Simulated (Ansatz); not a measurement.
# Stationary points along a deformation path in Zr

These are results of DFT PBEsol, scalar-relativistic, plane waves, PAW (Ansatz), not measurements. Cutoff 420 eV, Γ-centred 18×18×10 k-points, Gaussian smearing of 0.15 eV. No spin polarisation. Energies are free energies at this smearing, counted from the undisturbed cell; pressure is positive in compression.

Reference structure (as given, not relaxed at this level; it stands at -3.3 GPa):

```
Zr
1.0
     3.23200    0.00000    0.00000
    -1.61600    2.79899    0.00000
     0.00000    0.00000    5.14700
Zr
2
Direct
  0.33333 0.66667 0.25000
  0.66667 0.33333 0.75000
```

At fixed volume and fractional coordinates, lengths along (0.000, 0.000, 1.000) are scaled against those across it; ρ is that ratio over its starting value. V = 23.281 Å³/atom. Δσ is the stress along the axis less the mean stress across it (compression positive).

```csv
ρ,ΔE (meV/atom),Δσ (GPa),space group
0.800,182.6,12.98,P6_3/mmc
0.850,109.6,11.73,P6_3/mmc
0.920,33.8,7.67,P6_3/mmc
0.960,9.0,4.16,P6_3/mmc
1.000,0.0,0.44,P6_3/mmc
1.050,7.2,-3.34,P6_3/mmc
1.100,28.2,-5.67,P6_3/mmc
1.200,82.4,-7.22,P6_3/mmc
1.300,155.3,-12.53,P6_3/mmc
```

How does the stress give the slope of the energy, and where is the energy stationary?

Along the path d ln(length) is 2/3 d ln ρ on the axis and −1/3 d ln ρ across it, so dE/d ln ρ = −(2/3) V Δσ: the energy falls with ρ where Δσ is positive. Δσ vanishes or changes sign between ρ = 1.000 and 1.050, a minimum (near 1.01 by linear interpolation). Pairs of stationary points between two samples would go unseen, and could change a minimum read from distant neighbours into a maximum.

Integrate that slope from ρ = 1 to 1.200 by the trapezoid rule.

With V/N in Å³ and 1 eV/Å³ = 160.2 GPa the slopes at ρ = 1.000, 1.050, 1.100, 1.200 are -43, 323, 550, 700 meV/atom per unit of ln ρ. The steps add 6.8 + 20.3 + 54.3 = 81.5 meV/atom, against 82.4 from the energies; the trapezoid rule misses the curvature of the slope within each step.

In a metal these slopes depend on the k mesh and the smearing.